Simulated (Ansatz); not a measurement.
The following input was run with Ansatz 0.2.0.

```yaml
crystal:
  lattice:
    - [2.8124553515, 0.0, 0.0]
    - [-1.4062276757, 2.4356577814, 0.0]
    - [0.0, 0.0, 4.86685]
  atoms:
    - { symbol: Al, position: [0.66666667, 0.33333333, 0.75] }
    - { symbol: Al, position: [0.33333333, 0.66666667, 0.25] }
basis:
  ecutwfc: 420
kpoints:
  mp_grid: { grid: [18, 18, 10] }
hamiltonian:
  xc: pbesol
scf:
  occupations: { method: gaussian, width: 0.1 }
output:
  forces: true
  stress: true
  eigenvalues: true
relax:
  adjacent_minimum: "off"
  f_tol: 0.005
  max_steps: 80
  cell: { stress_tol: 0.05 }
```

Command:
```bash
ansatz run input.yaml --threads 1 --pin off --max-ram 2560MiB --backend cpu --events-out ev --progress --plain --runs-dir out
```

Computed with DFT PBEsol, scalar-relativistic, plane waves, PAW in Ansatz 0.2.0.

From the run's log, abridged:

```
Pseudopotentials: kind: paw
Pseudopotential: Al, paw, valence charge 3, recommended cutoff 420 eV (normal)
Functional definition: PBEsol
Crystal: 2 atoms, lattice volume = 33.339 Å³
Basis set: ecut = 420 eV, 665 PW (Γ), exchange–correlation on 40×40×72 points (8 copies of the dense FFT grid, shifted against one another)
Bands: 7, of which v1, the nominal top of the filled ones, is band 3 counted from 1 (2 counted from 0)
Symmetry: 24 space group operations
Space group: P63/mmc (ITA 194), of the structure as read, at distance tolerance 3.2e-5 Å
k-points: 222 of 3240
Initial density: superposition of atomic densities (neutral atoms: chi_scale 0, normalization atom), corrected by the library's trained network
Initial wavefunctions: pseudopotential atomic-orbital guess
Functional: x = pbesol(κ = 0.804, μ = 0.12345679), c = pbesol(β = 0.046)
SCF iter   1: F=—  HF=-1049.021020 eV  |F-HF|=—  |Δ(HF+E_count)|=         —  Δρ=1.60e-3  dr2=9.15e-4  ethr=1.77e-3  ⟨swp⟩=5.3  Hψ=12719  notcnv=0
SCF iter   2: F=—  HF=-1049.020938 eV  |F-HF|=—  |Δ(HF+E_count)|=   8.22e-5  Δρ=9.60e-4  dr2=3.38e-4  ethr=1.52e-5  ⟨swp⟩=1.3  Hψ=3404  notcnv=0
SCF iter   3: F=—  HF=-1049.020846 eV  |F-HF|=—  |Δ(HF+E_count)|=   9.18e-5  Δρ=4.60e-5  dr2=7.00e-7  ethr=5.63e-6  ⟨swp⟩=1.6  Hψ=1786  notcnv=0
SCF iter   4: F=—  HF=-1049.020864 eV  |F-HF|=—  |Δ(HF+E_count)|=   1.80e-5  Δρ=1.02e-5  dr2=1.20e-8  ethr=1.17e-8  ⟨swp⟩=2.1  Hψ=2086  notcnv=0
SCF iter   5: F=-1049.020864 eV  HF=-1049.020864 eV  |F-HF|=1.01e-10  |Δ(HF+E_count)|=   7.84e-9  Δρ=1.14e-6  dr2=3.92e-10  ethr=2.01e-10  ⟨swp⟩=2.2  Hψ=2158  notcnv=0
SCF iter   6: F=-1049.020864 eV  HF=-1049.020864 eV  |F-HF|=2.05e-12  |Δ(HF+E_count)|=  7.14e-11  Δρ=1.63e-7  dr2=8.14e-12  ethr=6.53e-12  ⟨swp⟩=1.6  Hψ=4853  notcnv=0
SCF 1 converged in 6 iterations: F = -1049.020864 eV  dr2 = 8.14e-12
relax step   1: F+E_penalty+E_count = -1049.02086412 eV  Δ(F+E_penalty+E_count) = +0.000e0 eV  max|allowed force component| = 9.830e-18 eV/Å  Δτ_max = 0.0000 Å  P = -1.384 GPa  Ω = 33.339 Å³  (6 SCF iters, dr2 threshold 1.00e-7 eV, accepted)
Crystal: 2 atoms, lattice volume = 32.488 Å³
Basis set: ecut = 420 eV, 651 PW (Γ), exchange–correlation on 40×40×72 points (8 copies of the dense FFT grid, shifted against one another)
Initial density: handed on by an earlier stage of this run
Initial wavefunctions: those handed on with the density
SCF iter   1: F=—  HF=-1049.028073 eV  |F-HF|=—  |Δ(HF+E_count)|=         —  Δρ=1.47e-3  dr2=8.89e-4  ethr=1.46e-5  ⟨swp⟩=1.4  Hψ=14631  notcnv=0
SCF iter   2: F=—  HF=-1049.027719 eV  |F-HF|=—  |Δ(HF+E_count)|=   3.54e-4  Δρ=5.76e-4  dr2=1.34e-4  ethr=1.46e-5  ⟨swp⟩=1.0  Hψ=1554  notcnv=0
SCF iter   3: F=—  HF=-1049.027651 eV  |F-HF|=—  |Δ(HF+E_count)|=   6.77e-5  Δρ=3.02e-5  dr2=2.82e-7  ethr=2.23e-6  ⟨swp⟩=1.5  Hψ=1854  notcnv=0
SCF iter   4: F=-1049.027651 eV  HF=-1049.027651 eV  |F-HF|=2.73e-11  |Δ(HF+E_count)|=   3.55e-7  Δρ=1.09e-6  dr2=3.57e-10  ethr=3.33e-9  ⟨swp⟩=5.1  Hψ=8226  notcnv=0
SCF 2 converged in 4 iterations: F = -1049.027651 eV  dr2 = 3.57e-10
relax step   2: F+E_penalty+E_count = -1049.02765094 eV  Δ(F+E_penalty+E_count) = -6.787e-3 eV  max|allowed force component| = 1.706e-17 eV/Å  Δτ_max = 0.0000 Å  P = +0.395 GPa  Ω = 32.488 Å³  energy of the carried Pulay correction = +2.971e-4 eV  (4 SCF iters, dr2 threshold 2.00e-7 eV, accepted)
Crystal: 2 atoms, lattice volume = 32.622 Å³
SCF iter   1: F=—  HF=-1049.028046 eV  |F-HF|=—  |Δ(HF+E_count)|=         —  Δρ=3.33e-4  dr2=4.44e-5  ethr=7.38e-7  ⟨swp⟩=2.3  Hψ=13901  notcnv=0
SCF iter   2: F=—  HF=-1049.028036 eV  |F-HF|=—  |Δ(HF+E_count)|=   1.00e-5  Δρ=1.29e-4  dr2=6.52e-6  ethr=7.38e-7  ⟨swp⟩=1.0  Hψ=1554  notcnv=0
SCF iter   3: F=-1049.028032 eV  HF=-1049.028032 eV  |F-HF|=1.46e-8  |Δ(HF+E_count)|=   3.23e-6  Δρ=6.60e-6  dr2=1.16e-8  ethr=3.33e-9  ⟨swp⟩=3.1  Hψ=5630  notcnv=0
SCF 3 converged in 3 iterations: F = -1049.028032 eV  dr2 = 1.16e-8
relax step   3: F+E_penalty+E_count = -1049.02803247 eV  Δ(F+E_penalty+E_count) = -3.815e-4 eV  max|allowed force component| = 9.252e-18 eV/Å  Δτ_max = 0.0000 Å  P = +0.039 GPa  Ω = 32.622 Å³  energy of the carried Pulay correction = +2.424e-4 eV  (3 SCF iters, dr2 threshold 2.00e-7 eV, accepted)
Crystal: 2 atoms, lattice volume = 32.641 Å³
SCF iter   1: F=—  HF=-1049.028229 eV  |F-HF|=—  |Δ(HF+E_count)|=         —  Δρ=3.63e-4  dr2=5.43e-5  ethr=9.14e-7  ⟨swp⟩=1.9  Hψ=13597  notcnv=0
SCF iter   2: F=—  HF=-1049.028218 eV  |F-HF|=—  |Δ(HF+E_count)|=   1.11e-5  Δρ=1.36e-4  dr2=7.56e-6  ethr=9.05e-7  ⟨swp⟩=1.0  Hψ=1554  notcnv=0
SCF iter   3: F=-1049.028215 eV  HF=-1049.028215 eV  |F-HF|=1.56e-10  |Δ(HF+E_count)|=   2.59e-6  Δρ=5.26e-6  dr2=5.44e-9  ethr=1.19e-9  ⟨swp⟩=3.3  Hψ=5852  notcnv=0
SCF 4 converged in 3 iterations: F = -1049.028215 eV  dr2 = 5.44e-9
relax step   4: F+E_penalty+E_count = -1049.02821504 eV  Δ(F+E_penalty+E_count) = -1.826e-4 eV  max|allowed force component| = 1.503e-17 eV/Å  Δτ_max = 0.0000 Å  P = -0.027 GPa  Ω = 32.641 Å³  energy of the carried Pulay correction = +2.299e-4 eV  (3 SCF iters, dr2 threshold 7.14e-8 eV, accepted)
Crystal: 2 atoms, lattice volume = 32.625 Å³
Basis set: ecut = 420 eV, 627 PW (Γ), exchange–correlation on 40×40×72 points (8 copies of the dense FFT grid, shifted against one another)
SCF iter   1: F=—  HF=-1049.028439 eV  |F-HF|=—  |Δ(HF+E_count)|=         —  Δρ=9.14e-4  dr2=3.42e-4  ethr=5.75e-6  ⟨swp⟩=1.9  Hψ=14222  notcnv=0
SCF iter   2: F=—  HF=-1049.028340 eV  |F-HF|=—  |Δ(HF+E_count)|=   9.95e-5  Δρ=3.44e-4  dr2=4.78e-5  ethr=5.70e-6  ⟨swp⟩=1.0  Hψ=1555  notcnv=0
SCF iter   3: F=—  HF=-1049.028326 eV  |F-HF|=—  |Δ(HF+E_count)|=   1.34e-5  Δρ=1.19e-5  dr2=2.64e-8  ethr=1.27e-9  ⟨swp⟩=4.2  Hψ=7584  notcnv=0
SCF iter   4: F=-1049.028326 eV  HF=-1049.028326 eV  |F-HF|=1.06e-10  |Δ(HF+E_count)|=   9.92e-9  Δρ=1.08e-6  dr2=1.88e-10  ethr=4.39e-10  ⟨swp⟩=2.0  Hψ=4447  notcnv=0
SCF 5 converged in 4 iterations: F = -1049.028326 eV  dr2 = 1.88e-10
relax step   5: F+E_penalty+E_count = -1049.02832627 eV  Δ(F+E_penalty+E_count) = -1.112e-4 eV  max|allowed force component| = 6.939e-18 eV/Å  Δτ_max = 0.0000 Å  P = +0.016 GPa  Ω = 32.625 Å³  energy of the carried Pulay correction = +2.226e-4 eV  (4 SCF iters, dr2 threshold 7.63e-8 eV, accepted)
Crystal: 2 atoms, lattice volume = 32.629 Å³
SCF iter   1: F=—  HF=-1049.028373 eV  |F-HF|=—  |Δ(HF+E_count)|=         —  Δρ=2.34e-4  dr2=2.23e-5  ethr=3.77e-7  ⟨swp⟩=1.9  Hψ=13565  notcnv=0
SCF iter   2: F=—  HF=-1049.028369 eV  |F-HF|=—  |Δ(HF+E_count)|=   4.60e-6  Δρ=8.85e-5  dr2=3.15e-6  ethr=3.72e-7  ⟨swp⟩=1.0  Hψ=1554  notcnv=0
SCF iter   3: F=—  HF=-1049.028368 eV  |F-HF|=—  |Δ(HF+E_count)|=   9.99e-7  Δρ=3.14e-6  dr2=1.89e-9  ethr=5.25e-8  ⟨swp⟩=1.5  Hψ=1856  notcnv=0
SCF iter   4: F=—  HF=-1049.028368 eV  |F-HF|=—  |Δ(HF+E_count)|=   1.06e-7  Δρ=3.16e-7  dr2=1.95e-11  ethr=1.00e-12  ⟨swp⟩=5.8  Hψ=5595  notcnv=0
SCF iter   5: F=-1049.028368 eV  HF=-1049.028368 eV  |F-HF|=2.27e-13  |Δ(HF+E_count)|=  5.00e-12  Δρ=1.39e-8  dr2=4.72e-14  ethr=1.00e-12  ⟨swp⟩=3.2  Hψ=5204  notcnv=0
SCF 6 converged in 5 iterations: F = -1049.028368 eV  dr2 = 4.72e-14
relax step   6: F+E_penalty+E_count = -1049.02836786 eV  Δ(F+E_penalty+E_count) = -4.158e-5 eV  max|allowed force component| = 4.684e-17 eV/Å  Δτ_max = 0.0000 Å  P = +0.009 GPa  Ω = 32.629 Å³  energy of the carried Pulay correction = +2.178e-4 eV  (5 SCF iters, accepted)
Crystal: 2 atoms, lattice volume = 32.626 Å³
SCF iter   1: F=—  HF=-1049.028746 eV  |F-HF|=—  |Δ(HF+E_count)|=         —  Δρ=7.68e-4  dr2=2.41e-4  ethr=4.06e-6  ⟨swp⟩=1.9  Hψ=14130  notcnv=0
SCF iter   2: F=—  HF=-1049.028677 eV  |F-HF|=—  |Δ(HF+E_count)|=   6.92e-5  Δρ=2.91e-4  dr2=3.40e-5  ethr=4.01e-6  ⟨swp⟩=1.0  Hψ=1554  notcnv=0
SCF iter   3: F=—  HF=-1049.028666 eV  |F-HF|=—  |Δ(HF+E_count)|=   1.11e-5  Δρ=9.87e-6  dr2=1.80e-8  ethr=3.51e-10  ⟨swp⟩=4.2  Hψ=7225  notcnv=0
SCF iter   4: F=-1049.028666 eV  HF=-1049.028666 eV  |F-HF|=9.28e-11  |Δ(HF+E_count)|=   7.58e-9  Δρ=1.01e-6  dr2=1.69e-10  ethr=2.99e-10  ⟨swp⟩=2.0  Hψ=4457  notcnv=0
SCF 7 converged in 4 iterations: F = -1049.028666 eV  dr2 = 1.69e-10
relax step   7: F+E_penalty+E_count = -1049.02866555 eV  Δ(F+E_penalty+E_count) = -2.977e-4 eV  max|allowed force component| = 3.759e-17 eV/Å  Δτ_max = 0.0000 Å  P = +0.006 GPa  Ω = 32.626 Å³  energy of the carried Pulay correction = +2.078e-4 eV  (4 SCF iters, dr2 threshold 2.10e-8 eV, accepted)
Crystal: 2 atoms, lattice volume = 32.606 Å³
SCF iter   1: F=—  HF=-1049.024476 eV  |F-HF|=—  |Δ(HF+E_count)|=         —  Δρ=1.66e-3  dr2=1.10e-3  ethr=1.86e-5  ⟨swp⟩=1.1  Hψ=14342  notcnv=0
SCF iter   2: F=—  HF=-1049.024163 eV  |F-HF|=—  |Δ(HF+E_count)|=   3.13e-4  Δρ=6.43e-4  dr2=1.63e-4  ethr=1.84e-5  ⟨swp⟩=1.0  Hψ=1554  notcnv=0
SCF iter   3: F=—  HF=-1049.024112 eV  |F-HF|=—  |Δ(HF+E_count)|=   5.13e-5  Δρ=2.22e-5  dr2=1.11e-7  ethr=2.72e-6  ⟨swp⟩=1.5  Hψ=1905  notcnv=0
SCF iter   4: F=—  HF=-1049.024111 eV  |F-HF|=—  |Δ(HF+E_count)|=   1.05e-6  Δρ=2.78e-6  dr2=1.42e-9  ethr=1.71e-10  ⟨swp⟩=5.4  Hψ=8498  notcnv=0
SCF iter   5: F=-1049.024111 eV  HF=-1049.024111 eV  |F-HF|=6.82e-13  |Δ(HF+E_count)|=  3.98e-10  Δρ=9.53e-8  dr2=1.38e-12  ethr=2.37e-11  ⟨swp⟩=2.0  Hψ=4440  notcnv=0
SCF 8 converged in 5 iterations: F = -1049.024111 eV  dr2 = 1.38e-12
relax step   8: F+E_penalty+E_count = -1049.02411109 eV  Δ(F+E_penalty+E_count) = +4.554e-3 eV  max|allowed force component| = 1.619e-17 eV/Å  Δτ_max = 0.0000 Å  P = +0.089 GPa  Ω = 32.606 Å³  energy of the carried Pulay correction = +1.893e-4 eV  (5 SCF iters, dr2 threshold 1.03e-8 eV, rejected (line search))
Crystal: 2 atoms, lattice volume = 32.630 Å³
SCF iter   1: F=—  HF=-1049.029030 eV  |F-HF|=—  |Δ(HF+E_count)|=         —  Δρ=1.61e-3  dr2=1.06e-3  ethr=1.79e-5  ⟨swp⟩=1.1  Hψ=14178  notcnv=0
SCF iter   2: F=—  HF=-1049.028724 eV  |F-HF|=—  |Δ(HF+E_count)|=   3.06e-4  Δρ=6.13e-4  dr2=1.52e-4  ethr=1.76e-5  ⟨swp⟩=1.0  Hψ=1554  notcnv=0
SCF iter   3: F=—  HF=-1049.028675 eV  |F-HF|=—  |Δ(HF+E_count)|=   4.86e-5  Δρ=2.06e-5  dr2=9.34e-8  ethr=2.53e-6  ⟨swp⟩=1.6  Hψ=1921  notcnv=0
SCF iter   4: F=—  HF=-1049.028675 eV  |F-HF|=—  |Δ(HF+E_count)|=   3.68e-7  Δρ=3.11e-6  dr2=2.14e-9  ethr=1.56e-9  ⟨swp⟩=2.3  Hψ=2247  notcnv=0
SCF iter   5: F=-1049.028675 eV  HF=-1049.028675 eV  |F-HF|=0.00e0  |Δ(HF+E_count)|=  1.77e-10  Δρ=7.76e-8  dr2=1.11e-12  ethr=1.00e-12  ⟨swp⟩=4.4  Hψ=6157  notcnv=0
SCF 9 converged in 5 iterations: F = -1049.028675 eV  dr2 = 1.11e-12
relax step   9: F+E_penalty+E_count = -1049.02867548 eV  Δ(F+E_penalty+E_count) = -9.937e-6 eV  max|allowed force component| = 9.252e-18 eV/Å  Δτ_max = 0.0000 Å  P = -0.006 GPa  Ω = 32.630 Å³  energy of the carried Pulay correction = +2.052e-4 eV  (5 SCF iters, accepted)
Basis set: ecut = 420 eV, 627 PW (Γ), exchange–correlation on 40×40×64 points (8 copies of the dense FFT grid, shifted against one another)
Initial wavefunctions: pseudopotential atomic-orbital guess (no wavefunctions were taken with the density)
SCF iter   1: F=—  HF=-1049.028683 eV  |F-HF|=—  |Δ(HF+E_count)|=         —  Δρ=3.37e-5  dr2=3.19e-8  ethr=2.47e-9  ⟨swp⟩=3.2  Hψ=17847  notcnv=0
SCF iter   2: F=—  HF=-1049.028680 eV  |F-HF|=—  |Δ(HF+E_count)|=   3.11e-6  Δρ=1.67e-5  dr2=7.75e-9  ethr=5.31e-10  ⟨swp⟩=2.0  Hψ=2231  notcnv=0
SCF iter   3: F=—  HF=-1049.028680 eV  |F-HF|=—  |Δ(HF+E_count)|=   1.97e-8  Δρ=1.41e-6  dr2=4.87e-10  ethr=1.29e-10  ⟨swp⟩=2.0  Hψ=2210  notcnv=0
SCF iter   4: F=—  HF=-1049.028680 eV  |F-HF|=—  |Δ(HF+E_count)|=  6.14e-12  Δρ=5.31e-7  dr2=8.91e-11  ethr=8.11e-12  ⟨swp⟩=1.0  Hψ=1554  notcnv=0
SCF iter   5: F=-1049.028680 eV  HF=-1049.028680 eV  |F-HF|=4.55e-13  |Δ(HF+E_count)|=  1.73e-11  Δρ=1.14e-7  dr2=3.72e-12  ethr=1.00e-12  ⟨swp⟩=4.7  Hψ=4929  notcnv=0
SCF 10 converged in 5 iterations: F = -1049.028680 eV  dr2 = 3.72e-12
Crystal: 2 atoms, lattice volume = 32.627 Å³
SCF iter   1: F=—  HF=-1049.028686 eV  |F-HF|=—  |Δ(HF+E_count)|=         —  Δρ=2.08e-4  dr2=1.77e-5  ethr=3.00e-7  ⟨swp⟩=2.0  Hψ=13560  notcnv=0
SCF iter   2: F=—  HF=-1049.028681 eV  |F-HF|=—  |Δ(HF+E_count)|=   5.28e-6  Δρ=7.76e-5  dr2=2.42e-6  ethr=2.95e-7  ⟨swp⟩=1.0  Hψ=1554  notcnv=0
SCF iter   3: F=—  HF=-1049.028680 eV  |F-HF|=—  |Δ(HF+E_count)|=   9.48e-7  Δρ=2.85e-6  dr2=1.64e-9  ethr=2.28e-10  ⟨swp⟩=3.4  Hψ=5749  notcnv=0
SCF iter   4: F=-1049.028680 eV  HF=-1049.028680 eV  |F-HF|=5.68e-12  |Δ(HF+E_count)|=  4.09e-10  Δρ=3.82e-7  dr2=4.00e-11  ethr=2.74e-11  ⟨swp⟩=2.0  Hψ=4440  notcnv=0
SCF 11 converged in 4 iterations: F = -1049.028680 eV  dr2 = 4.00e-11
relax step  11: F+E_penalty+E_count = -1049.02868011 eV  Δ(F+E_penalty+E_count) = -3.378e-7 eV  max|allowed force component| = 5.089e-17 eV/Å  Δτ_max = 0.0000 Å  P = -0.003 GPa  Ω = 32.627 Å³  energy of the carried Pulay correction = -5.131e-7 eV  (4 SCF iters, dr2 threshold 1.37e-8 eV, accepted)
SCF iter   1: F=—  HF=-1049.028698 eV  |F-HF|=—  |Δ(HF+E_count)|=         —  Δρ=1.10e-4  dr2=4.96e-6  ethr=8.43e-8  ⟨swp⟩=2.0  Hψ=13624  notcnv=0
SCF iter   2: F=—  HF=-1049.028695 eV  |F-HF|=—  |Δ(HF+E_count)|=   3.29e-6  Δρ=4.29e-5  dr2=7.40e-7  ethr=8.26e-8  ⟨swp⟩=1.0  Hψ=1554  notcnv=0
SCF iter   3: F=-1049.028695 eV  HF=-1049.028695 eV  |F-HF|=4.21e-11  |Δ(HF+E_count)|=   2.50e-7  Δρ=1.43e-6  dr2=4.29e-10  ethr=2.40e-10  ⟨swp⟩=3.1  Hψ=5496  notcnv=0
SCF 12 converged in 3 iterations: F = -1049.028695 eV  dr2 = 4.29e-10
relax step  12: F+E_penalty+E_count = -1049.02869455 eV  Δ(F+E_penalty+E_count) = -1.444e-5 eV  max|allowed force component| = 2.718e-17 eV/Å  Δτ_max = 0.0000 Å  P = +0.011 GPa  Ω = 32.622 Å³  energy of the carried Pulay correction = +2.406e-6 eV  (3 SCF iters, dr2 threshold 1.44e-8 eV, accepted)
SCF iter   1: F=—  HF=-1049.028694 eV  |F-HF|=—  |Δ(HF+E_count)|=         —  Δρ=3.34e-6  dr2=2.28e-9  ethr=1.96e-9  ⟨swp⟩=3.2  Hψ=17912  notcnv=0
SCF iter   2: F=—  HF=-1049.028692 eV  |F-HF|=—  |Δ(HF+E_count)|=   1.89e-6  Δρ=1.06e-6  dr2=2.49e-10  ethr=3.81e-11  ⟨swp⟩=2.1  Hψ=2284  notcnv=0
SCF iter   3: F=—  HF=-1049.028692 eV  |F-HF|=—  |Δ(HF+E_count)|=  2.36e-11  Δρ=6.06e-7  dr2=7.04e-11  ethr=4.15e-12  ⟨swp⟩=1.0  Hψ=1554  notcnv=0
SCF iter   4: F=-1049.028692 eV  HF=-1049.028692 eV  |F-HF|=6.82e-13  |Δ(HF+E_count)|=    0.00e0  Δρ=7.90e-8  dr2=2.11e-12  ethr=1.00e-12  ⟨swp⟩=5.0  Hψ=5237  notcnv=0
SCF 13 converged in 4 iterations: F = -1049.028692 eV  dr2 = 2.11e-12
SCF converged after 4 iterations
Free energy (F): -1049.028692 eV
Harris-Foulkes:  -1049.028692 eV  (|F-HF|=6.82e-13)
Internal energy: -1049.023319 eV  (E = F + TS)
E sigma→0 (E₀):  -1049.026005 eV
Entropy (-TS):   -0.005373 eV (-2.686 meV/atom)
Fermi energy:    8.009410 eV
--- Per-component energies (eV) ---
  E_band       = 21.373760
  E_kinetic    = 45.940686
  E_local      = 19.870477  (includes V_loc(G=0)·N_el)
  E_nonlocal   = 20.905579
  E_hartree    = 0.197206
  E_xc         = -78.948689
  E_vxc        = -58.486355  (∫ρ·V_xc dr)
  E_paw        = -909.437263  (= ΣΔE_a)
  E_vpaw       = -7.251035  (= ΣTr[D̂ρ^β])
  E_aug_tail   = -0.000005  (compensation charges beyond the density's cutoff)
  E_ewald      = -147.589588
  E_core_change = 0.038278  (= ΣΔE_core)
  E_smearing   = -0.005373  (= −TS)
--- Forces (eV/Å), atoms counted from 1 ---
  atom   1  Al     0.00000000     0.00000000     0.00000000
  atom   2  Al     0.00000000     0.00000000     0.00000000
--- Stress (GPa, compression-positive) ---
        0.016875       0.000000       0.000000
        0.000000       0.016875       0.000000
        0.000000       0.000000      -0.000734
  P = ⅓ Tr σ = 0.0110 GPa (0.110 kbar)
--- Band table (eV; the first three rows and the last of 222) ---
  k-point 0: bands = ["-3.2006", "3.3937", "3.6518", "18.5711", "18.5711", "18.9339", "18.9339"]
  k-point 1: bands = ["-3.1318", "2.2620", "4.9039", "18.6237", "18.6237", "18.9922", "18.9922"]
  k-point 2: bands = ["-2.9257", "1.1341", "6.3929", "17.3771", "18.7810", "18.7810", "19.1649"]
  k-point 221: bands = ["5.6317", "5.6317", "6.4188", "6.4188", "6.9863", "6.9863", "18.2092"]
--- Relaxed structure (11 steps of the walk, 10 accepted, 2 SCFs on fresh bases) ---
  F+E_penalty+E_count = -1049.02869172 eV   max|allowed force component| = 3.238e-17 eV/Å   (the final SCF, on the basis selected at the relaxed cell)
  cell:  # Å, volume = 32.6218 Å³
    - [2.85007004, 0.0, 0.0]
    - [-1.42503502, 2.46823306, 0.0]
    - [0.0, 0.0, 4.63731651]
  atoms:
    - { symbol: Al, position: [0.66666666, 0.33333333, 0.75000000] }
    - { symbol: Al, position: [0.33333333, 0.66666666, 0.25] }
```

The relaxation met its thresholds.

The run took 49 s on 1 thread of Arm Neoverse V1, with other jobs on the host, peak memory 0.34 GiB.